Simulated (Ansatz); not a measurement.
Here is an unrelaxed guess for AlO4.

```
Al O
1.0
     3.83997    0.00000    0.00000
     0.00000    3.83997    0.00000
     0.00000    0.00000    3.83997
Al O
1 4
Direct
  0.00000 0.00000 0.00000
  0.25000 0.25000 0.25000
  0.75000 0.75000 0.25000
  0.25000 0.75000 0.75000
  0.75000 0.25000 0.75000
```

The calculation used DFT PBE, scalar-relativistic, plane waves, PAW in Ansatz. Settings: cutoff 420 eV, Γ-centred mesh 4×4×4 on the computed 5-atom cell, Gaussian smearing of 0.10 eV; collinear spin from starting moments 0.0 1.0 1.0 1.0 1.0 μB.

Energies over the elements count from the elements' standard structures at the same level (O₂ as a molecule), with no fitted energy shifts.

Question: What does a single point on this coarse mesh give?

Answer: The pressure is 22.9 GPa (it wants to expand), the largest force is 3.27 eV/Å, and the energy is +0.24 eV/atom against the elements. The shortest distance is 1.66 Å.

Question: Is it a good guess?

Answer: A fair one: relaxing gains about 0.16 eV/atom (the start's value is from the coarse mesh, so the gain is rough) in 12 ionic steps and ends at +0.08 eV/atom on the finer mesh. The symmetry stays P-43m (No. 215). The volume per atom grows by 11.5 %, from 11.3 to 12.6 Å³. The shortest distance goes from 1.66 Å (Al–O) to 1.79 Å (Al–O). Conventional cell: a = 3.982 Å. Al is surrounded by 4 O at 1.79 Å; around O lies 1 Al at 1.79 Å.

The last run used collinear spin, a 10×10×10 mesh for its 5-atom cell and Gaussian smearing of 0.10 eV. Weakly bound directions are ill-defined at this level, which has no dispersion term. The magnetic state reached may not be the lowest. The relaxation can't lower the symmetry of the start, and the grade says only how near the guess is to its own end. A structure relaxed within its symmetry needn't be a true minimum. Another cell of AlO4 relaxed alike, in Pm-3m, lies 0.42 eV/atom lower, so this cell isn't the stable form at this level.
